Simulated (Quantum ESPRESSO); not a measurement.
## One change at a time to Mg2Mo3Pd2Ta

Calculated results; nothing here was measured. They come from Quantum ESPRESSO 7.5, a public plane-wave density functional program. Each row is one single-point run on a made-up periodic cell of eight metal atoms, with elements, volume, strain and displacements drawn at random and not relaxed, so a cell may be unstable or far from any real phase. There is no spin polarisation or spin-orbit coupling.

Settings: PBE unless stated; PseudoDojo standard norm-conserving files; Fermi-Dirac width 0.25 eV, which means electrons at about 2900 K; cutoff 1143 eV; 5 x 5 x 4 k mesh shifted half a step off Gamma. E is the free energy of the whole cell (internal energy minus TS), so a -TS column is already part of it. Stress is positive in tension, and the pressure P is minus a third of its trace.

Checks: one run of this series was repeated at a higher cutoff and on a denser mesh, which moved values by no more than 0.004 eV, 0.03 GPa and 0.017 eV/Å, and a second program with other atomic files agreed on it to 2 % rms in force and 0.5 GPa in pressure. Known limits: heavy elements are run without spin-orbit coupling, which real alloys of them have; a spin test at this wide smearing found no moment, but such smearing suppresses magnetism that the real alloy may have.

The lattice is hexagonal close-packed, and the cell vectors in Å are (0.000, 0.000, -4.564); (0.000, 5.017, 0.000); (5.793, 0.000, 0.000), a volume of 132.64 Å³ in run 1. The elements on sites 1 to 8 are Pd Mo Mo Pd Mo Ta Mg Mg. Each later run makes one change to run 1 and keeps the rest. E is counted from run 1, and is n/a where other atomic files have another zero of energy.

```
run,change,V (Å³),P (GPa),-TS (eV),rms force (eV/Å),largest change of a force component (eV/Å),E (eV)
1,none,132.64,2.53,-1.473,0.698,0.000,0.000
2,sites 5 and 7 exchanged,132.64,1.24,-1.495,1.155,2.079,0.196
3,all lengths scaled by -0.93 %,128.97,7.40,-1.429,0.782,0.271,?
4,PBEsol in place of PBE,132.64,-3.14,-1.477,0.645,0.181,n/a
5,Ti on site 7,132.64,1.07,-1.649,0.714,0.481,n/a
6,site 3 moved by -0.11 Å along x,132.64,3.93,-1.479,0.950,1.092,0.306
```

## Worked estimate

Along a uniform scaling dE = -P dV. The mean of the two pressures is 4.965 GPa and the volume changes by -3.67 Å³, with 160.2 GPa to one eV/Å³. The same two rows give -V dP/dV = 174 GPa for this cell with clamped atoms, which is not the bulk modulus of a real alloy.

## Withheld value

Question: what E should run 3 give?

The estimate is 0.114 eV. The calculation gave 0.113 eV.
